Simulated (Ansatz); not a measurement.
The elements of this relaxed trial crystal are hidden behind letters.

```
lattice vectors (Å)
   3.9774    0.0000    0.0000
   0.0000    3.9774    0.0000
   0.0000    0.0000   17.0262
fractional positions
X 0.5000 0.5000 0.5000
Z 0.0000 0.0000 0.6562
Z 0.5000 0.5000 0.8281
Z 0.0000 0.0000 0.0000
Z 0.5000 0.5000 0.1719
Z 0.0000 0.0000 0.3438
Q 0.5000 0.0000 0.7421
Q 0.0000 0.5000 0.9140
Q 0.5000 0.0000 0.0860
Q 0.0000 0.5000 0.2579
Q 0.5000 0.0000 0.4304
Q 0.0000 0.5000 0.5696
```

These are results of Ansatz, DFT PBE, scalar-relativistic, plane waves, PAW, not measurements. Plane waves to 420 eV, an 8×8×2 mesh through Γ for the 12-atom cell and 0.02 eV Gaussian smearing; no spin polarisation.

| Item | Value |
| --- | --- |
| Space group | P-4m2 (No. 115) |
| Conventional cell | a = 3.977 Å, c = 17.026 Å |
| Volume per atom | 22.45 Å³ |
| Density | 4.99 g/cm³ |
| Energy over the elements | −0.709 eV/atom |
| Gap on the 8×8×2 mesh of the 12-atom cell | 1.45 eV |

Energies are uncorrected and count from the elements' standard states at the same level.

Question: X is an s-block element of period 2, Z is a d-block element of period 4 and Q is a p-block element of period 4. Which elements are they?

Answer: X = Be, Z = Zn, Q = Se, so the formula is BeZn5Se6. Density times volume gives a mean mass of 4.99 × 22.45/1.6605 = 67.5 u per atom, and this set has 67.5 u. Among the elements that the hints allow, noble gases aside, only these give it. Around Be lie 4 Se at 2.31 Å; Zn on a site of symmetry 2mm has 4 Se at 2.47–2.48 Å; around Se on its first site lie 4 Zn at 2.47 Å; 4 more sites not described.

Kohn–Sham gaps at this level usually fall short of measured ones. A later test with randomly moved atoms came back to the same energy, though modes that don't fit the test's cell weren't probed.
